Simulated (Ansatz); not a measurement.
Relaxed-ion elastic tensor of MgCu$_{3}$H (anti-perovskite, Pm-3m) in GPa (Voigt order), DFT-r²SCAN in the program Ansatz with PAW potentials; density 6.55 g/cm³, 10.94 Å³ per atom.

```tsv
	1	2	3	4	5	6
1	142	100	100	0.0	0.0	0.0
2	100	142	100	0.0	0.0	0.0
3	100	100	142	0.0	0.0	0.0
4	0.0	0.0	0.0	70.4	0.0	0.0
5	0.0	0.0	0.0	0.0	70.4	0.0
6	0.0	0.0	0.0	0.0	0.0	70.4
```

Is the crystal mechanically stable?

Yes: the smallest eigenvalue of C is 42.0 GPa.

Work out the Voigt, Reuss and Hill averages.

K_V = 114, K_R = 114, K_H = 114; G_V = 50.7, G_R = 36.3, G_H = 43.5 GPa.

Give Young's modulus, Poisson's ratio, Pugh's ratio and the universal anisotropy index.

E = 9KG/(3K + G) = 116 GPa; ν = 0.33; K/G = 2.63 (ductile by the Pugh limit of 1.75); A_U = 5G_V/G_R + K_V/K_R − 6 = 1.98.

Estimate the sound speeds and the Debye temperature.

v_l = √((K + 4G/3)/ρ) = 5130 m/s, v_t = √(G/ρ) = 2580 m/s, mean 2890 m/s; Θ = (h/k)(3n/4πV)^(1/3) v_m = 387 K.

Give the Zener ratio and Young's modulus along [100], [110] and [111].

A = 2C44/(C11 − C12) = 3.35; 1/E = S11 − 2(S11 − S12 − S44/2)Γ with Γ = 0, 1/4, 1/3 gives 59.4, 118, 175 GPa.

The start of the workflow was typed in or built on a structure type; neither database checked (COD, Materials Project) lists it. Its standing as an ambient phase is unchecked. The cell was relaxed with r²SCAN under the symmetry of its start; whether a distortion lowers the energy is not shown. No spin polarisation was allowed. As this level gives no gap, shear constants depend on the k-mesh and smearing (Fermi–Dirac, 0.1 eV here).

Potentials: the earlier of the program's two PAW sets.
